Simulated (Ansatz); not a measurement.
Input, command and steps of an Ansatz relaxation.

```yaml
crystal:
  lattice:
    - [3.7235154039, 0.0, 0.0]
    - [0.0, 3.7235154039, 0.0]
    - [0.0, 0.0, 3.7235154039]
  atoms:
    - { symbol: Ta, position: [0.5, 0.5, 0.5] }
    - { symbol: Be, position: [0.0, 0.5, 0.5] }
    - { symbol: Be, position: [0.5, 0.0, 0.5] }
    - { symbol: Be, position: [0.5, 0.5, 0.0] }
    - { symbol: Al, position: [0.0, 0.0, 0.0] }
basis:
  ecutwfc: 420
kpoints:
  mp_grid: { grid: [6, 6, 6] }
hamiltonian:
  xc: pbe
scf:
  occupations: { method: gaussian, width: 0.1 }
  lower_state_search: "off"
output:
  forces: true
  stress: true
  eigenvalues: true
relax:
  adjacent_minimum: "off"
  f_tol: 0.04
  max_steps: 70
  cell: { stress_tol: 0.4 }
```

```bash
ansatz run input.yaml --threads 1 --pin off --max-ram 2560MiB --backend cpu --events-out ev --progress --plain --runs-dir out
```

Computed with Ansatz, DFT PBE, scalar-relativistic, plane waves, PAW.

Of 8 frames 7 are shown, positions in Å and forces in eV/Å; the SCF threshold varies from step to step. Steps run on the plane waves of an earlier cell, with a Pulay correction in the pressure. The basis is chosen afresh for the last frame, the zero of the energies, and at times for earlier ones too; energy and pressure can step there, also at an unchanged geometry. Here that happened at step 6 (-11 meV/atom, 0.5 GPa); frames between the last choice of the basis and such a step carry an error that grows, as the cell changes, to that size.

```xyz
5
Lattice="3.7235 0.0000 0.0000 0.0000 3.7235 0.0000 0.0000 0.0000 3.7235" Properties=species:S:1:pos:R:3:forces:R:3 pbc="T T T" step=1 free_energy_over_end_meV_per_atom=1098.10 pressure_GPa=74.22
Ta    1.8618    1.8618    1.8618    0.0000    0.0000    0.0000
Be    0.0000    1.8618    1.8618    0.0000    0.0000    0.0000
Be    1.8618    0.0000    1.8618    0.0000    0.0000    0.0000
Be    1.8618    1.8618    0.0000    0.0000    0.0000    0.0000
Al    0.0000    0.0000    0.0000    0.0000    0.0000    0.0000
5
Lattice="3.9050 0.0000 0.0000 0.0000 3.9050 0.0000 0.0000 0.0000 3.9050" Properties=species:S:1:pos:R:3:forces:R:3 pbc="T T T" step=2 free_energy_over_end_meV_per_atom=538.81 pressure_GPa=41.98
Ta    1.9525    1.9525    1.9525    0.0000    0.0000    0.0000
Be    0.0000    1.9525    1.9525    0.0000    0.0000    0.0000
Be    1.9525    0.0000    1.9525    0.0000    0.0000    0.0000
Be    1.9525    1.9525    0.0000    0.0000    0.0000    0.0000
Al    0.0000    0.0000    0.0000    0.0000    0.0000    0.0000
5
Lattice="4.0866 0.0000 0.0000 0.0000 4.0866 0.0000 0.0000 0.0000 4.0866" Properties=species:S:1:pos:R:3:forces:R:3 pbc="T T T" step=3 free_energy_over_end_meV_per_atom=208.03 pressure_GPa=20.82
Ta    2.0433    2.0433    2.0433    0.0000    0.0000    0.0000
Be    0.0000    2.0433    2.0433    0.0000    0.0000    0.0000
Be    2.0433    0.0000    2.0433    0.0000    0.0000    0.0000
Be    2.0433    2.0433    0.0000    0.0000    0.0000    0.0000
Al    0.0000    0.0000    0.0000    0.0000    0.0000    0.0000
5
Lattice="4.2681 0.0000 0.0000 0.0000 4.2681 0.0000 0.0000 0.0000 4.2681" Properties=species:S:1:pos:R:3:forces:R:3 pbc="T T T" step=4 free_energy_over_end_meV_per_atom=48.75 pressure_GPa=7.37
Ta    2.1340    2.1340    2.1340    0.0000    0.0000    0.0000
Be    0.0000    2.1340    2.1340    0.0000    0.0000    0.0000
Be    2.1340    0.0000    2.1340    0.0000    0.0000    0.0000
Be    2.1340    2.1340    0.0000    0.0000    0.0000    0.0000
Al    0.0000    0.0000    0.0000    0.0000    0.0000    0.0000
5
Lattice="4.4268 0.0000 0.0000 0.0000 4.4268 0.0000 0.0000 0.0000 4.4268" Properties=species:S:1:pos:R:3:forces:R:3 pbc="T T T" step=5 free_energy_over_end_meV_per_atom=11.54 pressure_GPa=0.01
Ta    2.2134    2.2134    2.2134    0.0000    0.0000    0.0000
Be    0.0000    2.2134    2.2134    0.0000    0.0000    0.0000
Be    2.2134    0.0000    2.2134    0.0000    0.0000    0.0000
Be    2.2134    2.2134    0.0000    0.0000    0.0000    0.0000
Al    0.0000    0.0000    0.0000    0.0000    0.0000    0.0000
5
Lattice="4.4268 0.0000 0.0000 0.0000 4.4268 0.0000 0.0000 0.0000 4.4268" Properties=species:S:1:pos:R:3:forces:R:3 pbc="T T T" step=6 free_energy_over_end_meV_per_atom=0.28 pressure_GPa=0.51
Ta    2.2134    2.2134    2.2134    0.0000    0.0000    0.0000
Be    0.0000    2.2134    2.2134    0.0000    0.0000    0.0000
Be    2.2134    0.0000    2.2134    0.0000    0.0000    0.0000
Be    2.2134    2.2134    0.0000    0.0000    0.0000    0.0000
Al    0.0000    0.0000    0.0000    0.0000    0.0000    0.0000
5
Lattice="4.4406 0.0000 0.0000 0.0000 4.4406 0.0000 0.0000 0.0000 4.4406" Properties=species:S:1:pos:R:3:forces:R:3 pbc="T T T" step=8 free_energy_over_end_meV_per_atom=0.00 pressure_GPa=0.03
Ta    2.2203    2.2203    2.2203    0.0000    0.0000    0.0000
Be    0.0000    2.2203    2.2203    0.0000    0.0000    0.0000
Be    2.2203    0.0000    2.2203    0.0000    0.0000    0.0000
Be    2.2203    2.2203    0.0000    0.0000    0.0000    0.0000
Al    0.0000    0.0000    0.0000    0.0000    0.0000    0.0000
```

The start puts this composition into another compound's structure type, which needn't suit it. The cell swells from 10.3 to 17.5 Å³ an atom, so the end can be far from any stable crystal. At the end the space group is Pm-3m (tolerance 0.05 Å).

Time: 15 s on 1 thread of Arm Neoverse V1, with other jobs on the host, peak memory 0.34 GiB.

The k mesh is coarse. Spin–orbit coupling is left out, which can shift energies with elements as heavy as these.